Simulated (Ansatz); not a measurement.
Trial structure of MnCoC₄N₄, not yet relaxed:

```
CELL_PARAMETERS angstrom
7.23653 0.00000 0.00000
0.00000 7.23653 0.00000
0.00000 0.00000 3.58240
ATOMIC_POSITIONS crystal
Mn 0.50000 0.50000 0.00000
Co 0.00000 0.00000 0.00000
C 0.18732 0.81268 0.00000
C 0.81268 0.18732 0.00000
C 0.18732 0.18732 0.00000
C 0.81268 0.81268 0.00000
N 0.30164 0.69836 0.00000
N 0.69836 0.30164 0.00000
N 0.30164 0.30164 0.00000
N 0.69836 0.69836 0.00000
```

All numbers below come from Ansatz 0.2.0, DFT PBE, scalar-relativistic, plane waves, PAW. Settings: cutoff 420 eV, Γ-centred mesh 4×4×6 on the computed 10-atom cell, Gaussian smearing of 0.10 eV; collinear spin from starting moments 4.0 3.0 0.0 0.0 0.0 0.0 0.0 0.0 0.0 0.0 μB.

Energies over the elements count from the elements' standard structures at the same level (N₂ as a molecule), with no fitted energy shifts.

Task: What does a single point on this coarse mesh give?

Result: The pressure is -5.7 GPa (the mean over three directions, positive in compression), the largest force is 1.47 eV/Å, and the energy is +0.34 eV/atom against the elements. The shortest distance is 1.17 Å.

Task: How much does it gain on relaxing, and where does it end?

Result: Relaxing gains under 0.1 eV/atom (the start's value is from the coarse mesh, so the gain is rough) in 11 ionic steps and ends at +0.28 eV/atom on the finer mesh. The symmetry stays P4/mmm (No. 123). The volume per atom shrinks by 12.2 %, from 18.8 to 16.5 Å³. The shortest distance stays 1.17 Å (C–N). Conventional cell: a = 6.945 Å, c = 3.416 Å. Mn has 4 N at 1.90 Å; around Co lie 4 C at 1.84 Å; C has 1 N at 1.17 Å and 1 Co at 1.84 Å; around N lie 1 C at 1.17 Å and 1 Mn at 1.90 Å.

The last run used collinear spin, a 6×6×12 mesh (in the run's order of axes) for its 10-atom cell and Gaussian smearing of 0.10 eV. No Hubbard U is applied to the open shell of Co and Mn. The reference form of C is held partly by dispersion forces, which this level lacks. Another magnetic order may lie lower. The relaxation can't lower the symmetry of the start. A structure relaxed within its symmetry needn't be a true minimum.
